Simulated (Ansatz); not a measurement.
Polymorphs of TaP, each relaxed with PBEsol (plane waves, PAW; program Ansatz):

A: I4_1md
a = 3.3098 Å, b = 3.3098 Å, c = 11.2741 Å, α = 90.00°, β = 90.00°, γ = 90.00°

| atom | site | symmetry | x | y | z |
|---|---|---|---|---|---|
| Ta | 4a | 2mm. | 0.0000 | 0.0000 | 0.9994 |
| P | 4a | 2mm. | 0.0000 | 0.0000 | 0.4166 |

B: P-6m2
a = b = 3.282 Å, c = 3.317 Å, α = β = 90.00°, γ = 120.00°

| atom | site | symmetry | x | y | z |
|---|---|---|---|---|---|
| Ta | 1e | -6m2 | 0.6667 | 0.3333 | 0.0000 |
| P | 1b | -6m2 | 0.0000 | 0.0000 | 0.5000 |

Question: Rank these by energy per atom at 0 K (lowest first), as PBEsol gives it.

Answer: A (+0 meV/atom), B (+7 meV/atom)

Standing as an ambient phase not checked: A; B. All cells were relaxed under the symmetry of their starts (and spin orders); stability against distortions was not tested throughout. Rows with no word on spin ran without spin polarisation. Spin–orbit coupling is left out wherever it is not named.

Energies hold the estimated change up to a 700 eV cutoff; steps of a few meV lie near the error of the meshes.

Potentials: the later of the program's two PAW sets.
